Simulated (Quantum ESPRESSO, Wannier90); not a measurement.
## Wannierisation of Au (Cmcm, model phase)

```xyz
2
Lattice="1.4113 -2.5559 0.0000 1.4113 2.5559 0.0000 0.0000 0.0000 4.8932" Properties=species:S:1:pos:R:3 pbc="T T T"
Au     0.0000     1.7108    -1.2233
Au     0.0000    -1.7108     1.2233
```

Cell from Materials Project (mp-1008634), symmetrised, no further relaxation. This isn't the element's usual structure (fcc); take it as a model of another phase. Computed values, not measurements, from PBEsol: Quantum ESPRESSO (norm-conserving PseudoDojo potentials, cutoff 61 Ry, no spin polarisation, no spin-orbit coupling) on a Γ-centred 12×12×6 mesh, then Wannier90. Density: 16×16×10 mesh, cold smearing 0.01 Ry. Spin-orbit coupling is left out although heavy elements are present.

A tight-binding model is made by disentanglement and projection with no localisation steps (num_iter = 0), so the 18 orbitals stay atom-like: hydrogen-like Au: s;p;d, axes along x, y, z; frozen window up to 1.50 eV relative to the Fermi level. It follows pw.x to 1.1 meV rms for states up to 1.0 eV relative to the Fermi level. Matrix elements depend on this choice of orbitals and windows.

What are the on-site energies relative to the Fermi level, and how fast do the hoppings decay?


| atom | orbitals | energy (eV) |
|---|---|---|
| Au1 | s | 2.17 |
| Au1 | pz | 10.14 |
| Au1 | px | 10.84 |
| Au1 | py | 10.52 |
| Au1 | dz2 dxz | -3.69 |
| Au1 | dyz | -3.65 |
| Au1 | dx2-y2 dxy | -3.71 |
| Au2 | s | 2.17 |
| Au2 | pz | 10.14 |
| Au2 | px | 10.84 |
| Au2 | py | 10.51 |
| Au2 | dz2 dxz | -3.69 |
| Au2 | dyz | -3.65 |
| Au2 | dx2-y2 dxy | -3.71 |

```tsv
distance of the centres (Å)	largest modulus (eV)
2–3	3.1
4–5	0.15
5–6	0.30
6–7	0.058
7–8	0.077
8–9	0.036
9–10	0.024
10–11	0.011
11–12	0.0090
12–13	0.012
```
